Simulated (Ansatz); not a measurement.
Cs$_{2}$LiIrC$_{6}$N$_{6}$:
Space group Fm-3m (No. 225); a = 10.719 Å, b = 10.719 Å, c = 10.719 Å, α = 90.00°, β = 90.00°, γ = 90.00°

| atom | site | symmetry | x | y | z |
|---|---|---|---|---|---|
| Cs | 8c | -43m | 0.2500 | 0.2500 | 0.2500 |
| Li | 4b | m-3m | 0.5000 | 0.5000 | 0.5000 |
| Ir | 4a | m-3m | 0.0000 | 0.0000 | 0.0000 |
| C | 24e | 4m.m | 0.0000 | 0.0000 | 0.1873 |
| N | 24e | 4m.m | 0.0000 | 0.0000 | 0.2957 |
(The calculation used a cell of 16 atoms; values per cell refer to that cell.)

Relaxed with r²SCAN. Independent-particle spectrum: no excitons, no local fields, no scissors shift; 0.1 eV broadening; ε₁ of the summed bands alone.

Tabulate the dielectric function from the program Ansatz at the r²SCAN level (PAW).



| E (eV) | ε₁ xx | ε₂ xx |
|---|---|---|
| 0.0 | 2.93 | 0.00 |
| 0.5 | 2.93 | 0.00 |
| 1.0 | 2.95 | 0.00 |
| 1.5 | 2.98 | 0.00 |
| 2.0 | 3.03 | 0.00 |
| 2.5 | 3.10 | 0.00 |
| 3.0 | 3.19 | 0.00 |
| 3.5 | 3.31 | 0.00 |
| 4.0 | 3.47 | 0.00 |
| 4.5 | 3.71 | 0.00 |
| 5.0 | 4.07 | 0.00 |
| 5.5 | 4.74 | 0.00 |
| 6.0 | 7.49 | 0.30 |
| 6.5 | 2.02 | 2.75 |
| 7.0 | 4.66 | 2.84 |
| 7.5 | 5.82 | 5.46 |
| 8.0 | 1.54 | 3.88 |
| 8.5 | 1.77 | 4.02 |
| 9.0 | -0.28 | 3.83 |
| 9.5 | -0.33 | 2.24 |
| 10.0 | 0.48 | 1.41 |
| 10.5 | 1.03 | 1.26 |
| 11.0 | 1.42 | 1.08 |
| 11.5 | 1.60 | 2.11 |
| 12.0 | 0.91 | 1.49 |

From ε at 8.0 eV (xx: 1.54 + 3.88i), find n, k, the normal reflectivity and the absorption coefficient.

n = 1.69, k = 1.148, R = 21 %, α = 2kE/ħc = 930000 cm⁻¹.

With all bands, ε∞ without local fields is 3.06.

The first step of the workflow began from a Materials Project structure, measured or hypothetical; the Crystallography Open Database files this formula in space group No. 225, but the cells were not matched. Its standing as an ambient phase is unchecked. The cell was relaxed with r²SCAN under the symmetry of its start; whether a distortion lowers the energy is not shown. The run is not spin-polarised. Scalar-relativistic: spin–orbit coupling is off unless named, which matters more the heavier the elements.

Potentials: the later of the program's two PAW sets.
